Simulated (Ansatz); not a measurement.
Cs2O:
Space group R-3m, hexagonal axes (No. 166); a = b = 4.1100 Å, c = 20.7804 Å, α = β = 90.00°, γ = 120.00°

```
atom  site  symmetry       x       y       z
----  ----  --------  ------  ------  ------
Cs      6c        3m  0.0000  0.0000  0.2608
O       3a       -3m  0.0000  0.0000  0.0000
```
(The calculation used a cell of 3 atoms; values per cell refer to that cell.)

Relaxed with PBEsol. PBEsol in the plane-wave PAW code Ansatz gives a gap of 0.93 eV.

**Question.** What gap does HSE06 give on the same cell (Ansatz, PAW)?

**Answer.** 1.93 eV, 1.00 eV more. The hybrid was solved on a coarser mesh and at special points; its gap is the smallest among all of these.

```csv
k,v1 PBEsol,c1 PBEsol,v1 HSE06,c1 HSE06
Γ,-0.59,0.93,-0.65,1.93
T,-0.58,2.01,___,___
L,0.00,3.02,___,___
F,-0.11,2.30,___,___
S0,-0.11,3.16,___,___
H0,-0.12,3.18,-0.17,4.13
```

**Question.** Top valence (v1) and lowest conduction level (c1) in eV from each method's valence maximum (which need not be a listed point): supply the withheld HSE06 values.

**Answer.** 
- T, v1 HSE06: -0.64
- T, c1 HSE06: 2.93
- S0, v1 HSE06: -0.16
- S0, c1 HSE06: 4.11
- F, v1 HSE06: -0.12
- F, c1 HSE06: 3.29
- L, v1 HSE06: 0.00
- L, c1 HSE06: 3.96

Cost on shared cores: the PBEsol run (SCF on a 8×8×8 mesh, then bands and DOS) very roughly 27 core-seconds, the HSE06 run (SCF on 6×6×6, then a few points) about 8 core-minutes (a rough figure); the tasks are unlike.

Its axis ratio c/a = 5.06 departs by over 6 % from that of the usual cell of this phase: another minimum, or an error of the functional. The cell was relaxed with PBEsol under the symmetry of its start; its stability against distortions is not shown here. Spin–orbit coupling is left out wherever it is not named.

Potentials: the later of the program's two PAW sets.
